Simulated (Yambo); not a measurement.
BSE-type run in Yambo on LiBr (wurtzite, space group P6_3mc, No. 186), at zero momentum.

Quantum ESPRESSO step (LDA, PseudoDojo standard norm-conserving files, scalar-relativistic):
```
&CONTROL
  calculation = 'nscf'
  pseudo_dir = './pseudo'
  outdir = './out'
/
&SYSTEM
  ibrav = 0
  nat = 4
  ntyp = 2
  ecutwfc = 74.0
  ecutrho = 296.0
  occupations = 'fixed'
  force_symmorphic = .true.
  nbnd = 50
/
&ELECTRONS
  conv_thr = 4e-09
  diago_full_acc = .true.
  diago_thr_init = 1e-08
/
ATOMIC_SPECIES
Li 6.9400 Li.upf
Br 79.9040 Br.upf
CELL_PARAMETERS angstrom
  4.045604548332   0.000000000000   0.000000000000
 -2.022802274166   3.503596312521   0.000000000000
  0.000000000000   0.000000000000   6.482109265000
ATOMIC_POSITIONS crystal
Li   0.666666667000   0.333333333000   0.877828486300
Li   0.333333333667   0.666666666333   0.377828486300
Br   0.666666667000   0.333333333000   0.497171513700
Br   0.333333333667   0.666666666333   0.997171513700
K_POINTS automatic
9 9 4 0 0 0
```

Yambo input:
```
rim_cut
optics
bse
bss
dipoles
em1s
RandQpts= 1000000
RandGvec= 1 Ry
FFTGvecs= 40 Ry
Chimod= "HARTREE"
BSKmod= "SEX"
BSEmod= "resonant"
BSSmod= "hs"
BSENGexx= 15 Ry
BSENGBlk= 1 Ry
% KfnQP_E
 2.67 | 1.0 | 1.0 |
%
% BSEQptR
 1 | 1 |
%
% BSEBands
 5 | 14 |
%
% BEnRange
 0.0 | 12.6 | eV
%
% BDmRange
 0.15 | 0.15 | eV
%
BEnSteps= 252
% BLongDir
 1.0 | 0.0 | 0.0 |
%
BSHayTrs= -0.02
BSSNEig= 24
WRbsWF
% BndsRnXs
 3 | 46 |
%
NGsBlkXs= 1 Ry
% LongDrXs
 1.0 | 1.0 | 1.0 |
%
```

From the report:

The dimension is k points × valence × conduction bands = 324 × 6 × 4 = 7776.
```
   [SLEPC] Approach                          : Krylov-Schur
   [SLEPC] Number of requested eigenvalues   :  24
   [SLEPC] Number of eigenvalues        [NEV]:  24
    [K] Dimension                                    :   7776
    [K] Bands                                        :   5  14
    [K] Exchange res                                 : yes
    [K] Correlation res                              : yes
    [K] W interaction is bare                        : no
    [K] RL vectors exchange                          :   615
    [K] RL vectors correlation                       :  11
    [W] Matrix size                                  :  11
    [W] Bands                                        :    3   46
    [W] Coulomb Cutoff                               : none
    [W] Hxc Kernel                                   : HARTREE
```

Spin-orbit coupling is not included.

Geometry relaxed with LDA.

This is not the ordinary phase of the substance; no match was found in the copy of COD used, and its stability was not checked.
